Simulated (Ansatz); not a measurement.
InP (zinc blende)

```
InP
1.0
    0.00000     2.97990     2.97990
    2.97990     0.00000     2.97990
    2.97990     2.97990     0.00000
P In
1 1
Direct
  0.75000   0.75000   0.75000
  0.00000   0.00000   0.00000
```

The slice is a {110} plane (indices of the conventional cell) through the point (0.000, 0.000, 0.000) (fractional), spanned by u = [100] and v = [1 -1 -1] in vectors of this cell: u (4.21 Å) and v (5.96 Å, at 90° to u). It covers one period; positions are fractions (u, v).

All values below come from PBE (plane waves to 420 eV, PAW, scalar-relativistic; Ansatz, a quantum-chemistry and plane-wave program). k mesh 10×10×10. Near the nuclei the fields are pseudised (PAW); where an atom keeps semicore shells as valence, they peak there. InP was relaxed with its symmetry unable to fall. The PAW data are Ansatz's earlier set.

Q: What is the valence density on the shortest P–In line in this plane (2.58 Å), at its minimum between the atoms?

A: 0.42 e/Å³.

Q: The ELF has a maximum in the middle third of the P–In line. Where, and how high?

A: 0.89, 0.9 Å from P.

Q: What is the ELF at the density minimum of the shortest P–In line in this plane (2.58 Å)?

A: 0.43.

Q: Sketch the valence electron density on this plane as a map.

A: 
```
v \ u  0.00  0.12  0.24  0.35  0.47  0.59  0.71  0.82  0.94
-----  ----  ----  ----  ----  ----  ----  ----  ----  ----
0.92    0.7   0.4  -0.5  -1.1  -1.4  -1.3  -0.9  -0.1   0.6
0.83   -0.3  -0.5  -1.0  -1.5  -1.7  -1.6  -1.2  -0.7  -0.4
0.75   -1.0  -1.1  -1.4  -1.7  -1.9  -1.8  -1.5  -1.2  -1.0
0.67   -1.4  -1.5  -1.6  -1.7  -1.8  -1.7  -1.7  -1.6  -1.4
0.58   -1.8  -1.8  -1.7  -1.5  -1.4  -1.4  -1.6  -1.7  -1.8
0.50   -1.9  -1.8  -1.4  -1.1  -0.9  -1.0  -1.2  -1.6  -1.9
0.42   -1.8  -1.5  -1.0  -0.6  -0.4  -0.4  -0.8  -1.3  -1.7
0.33   -1.4  -1.2  -0.7  -0.2  -0.2  -0.2  -0.4  -0.9  -1.4
0.25   -1.0  -0.8  -0.4  -0.2  -1.1  -0.4  -0.2  -0.7  -1.0
0.17   -0.3  -0.4  -0.4  -0.1  -0.2  -0.1  -0.2  -0.5  -0.4
0.08    0.7   0.4  -0.4  -0.4  -0.4  -0.4  -0.4  -0.1   0.6
0.00    1.0   0.7  -0.3  -0.8  -0.9  -0.9  -0.6   0.3   0.9
```

Values: log₁₀ of the valence density in e/Å³. The scale is logarithmic, as a density can span decades between atoms and voids.
